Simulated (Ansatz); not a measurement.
Input:

La2CuSi3:
```
CELL_PARAMETERS angstrom
      4.13109     0.00000     0.00000
     -2.06555     3.57763     0.00000
      0.00000     0.00000     8.71992
ATOMIC_POSITIONS crystal
  La 0.33333 0.66667 0.24676
  La 0.33333 0.66667 0.75324
  Si 0.66667 0.33333 0.50000
  Si 0.00000 0.00000 0.00000
  Si 0.00000 0.00000 0.50000
  Cu 0.66667 0.33333 0.00000
```

This is the r²SCAN-relaxed structure.

All from r²SCAN in the plane-wave PAW code Ansatz, unless another level is named. Predict the electronic character.

metallic (no gap).

What about the formation energy from the elements (no fitted shifts)?

-0.72 eV/atom.

And the density of states at the Fermi level?

0.49 states/eV per atom (mean over ±0.08 eV).

Space group P-6m2. The first step of the workflow began from a Materials Project structure, measured or hypothetical; the Crystallography Open Database copy checked does not list it. With Si and Cu taken as one species the cell has the higher symmetry P6/mmm, so it may be an ordered model of a mixed-site phase. Its standing as an ambient phase is unchecked. The r²SCAN relaxation kept the symmetry of its start; its stability against distortions is not shown here. No spin polarisation was allowed. The references are the lowest solids computed at this level, not always the standard phases. Spin–orbit coupling is left out wherever it is not named.

Potentials: the later of the program's two PAW sets.
